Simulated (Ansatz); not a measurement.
FeSi:
```
FeSi
1.0
    4.36899     0.00000     0.00000
    0.00000     4.36899     0.00000
    0.00000     0.00000     4.36899
Fe Si
4 4
Direct
  0.86316   0.63684   0.36316
  0.63684   0.36316   0.86316
  0.36316   0.86316   0.63684
  0.13684   0.13684   0.13684
  0.15917   0.34083   0.65917
  0.34083   0.65917   0.15917
  0.65917   0.15917   0.34083
  0.84083   0.84083   0.84083
```

Relaxed with LDA.

Problem. Give the optical modes at the zone centre with their infrared activity from DFPT, plane-wave PAW LDA (Ansatz code).

Solution. Transverse frequencies, without the LO–TO term; a row sums one degenerate level.

```csv
ω (cm⁻¹),degeneracy,IR ((D/Å)²/amu),activity,symmetry
216,2,0.00,IR-inactive,E
236,3,46.72,IR,T
251,1,0.00,IR-inactive,A
313,3,0.01,IR-inactive,T
356,3,135.75,IR,T
359,2,0.00,IR-inactive,E
382,3,48.73,IR,T
418,1,0.00,IR-inactive,A
486,3,61.33,IR,T
```

Problem. How high does the top mode go among those that the LO–TO term moves?

Solution. 492 cm⁻¹ for q along x.

Space group P2_13. Symmetry was held in the LDA relaxation. No spin polarisation was allowed.

Potentials: the later of the program's two PAW sets.
